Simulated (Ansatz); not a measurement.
The start is a generated trial cell of TaN in the CoSn structure type. Cell shape, volume and atoms are optimised at zero target pressure with PBEsol (plane waves to 420 eV, PAW, scalar-relativistic; Ansatz, a first-principles code). The first steps use a coarse 6×6×6 k-mesh.

Input geometry:
```yaml
crystal:
  lattice:
    - [4.81058, 0.00000, 0.00000]
    - [-2.40529, 4.16608, 0.00000]
    - [0.00000, 0.00000, 3.88172]
  atoms:
    - { symbol: N, position: [0.50000, 0.00000, 0.00000] }
    - { symbol: N, position: [0.50000, 0.50000, 0.00000] }
    - { symbol: N, position: [0.00000, 0.50000, 0.00000] }
    - { symbol: Ta, position: [0.00000, 0.00000, 0.00000] }
    - { symbol: Ta, position: [0.33333, 0.66667, 0.50000] }
    - { symbol: Ta, position: [0.66667, 0.33333, 0.50000] }
```

Problem. How large is the pressure on the unrelaxed cell, and of which sign?

Solution. -33 GPa (negative: the cell is under tension).

Problem. How much energy is released per atom?

Solution. 1.04 eV/atom.

Problem. How does the volume change?

Solution. -12.5 %, from 12.97 to 11.34 Å³/atom.

Problem. How do the shortest distances between atoms change?

Solution. The closest pairs of elements (up to four, under 3.6 Å), start → end: N–Ta 2.39 → 2.09 Å; N–N 2.41 → 2.60 Å; Ta–Ta 2.78 → 2.91 Å.

Problem. What band gap does the relaxed structure have at this level?

Solution. No gap (metallic).

The space group stays P6/mmm (No. 191) (the run could not lower it), with 6 atoms in the primitive cell. Final values are on a 10×10×16 k-mesh of the relaxed cell. No spin polarisation in the result.

The run could not lower the symmetry of its start; a shaken copy of this end point relaxes with PBEsol to P-62m (No. 189), 0.45 eV/atom lower.

The first start was generated by placing the elements on the sites of a structure type. A measured structure of TaN has the same space group, P6/mmm (No. 191); the sites were not compared with it. Another known form has space group No. 225.
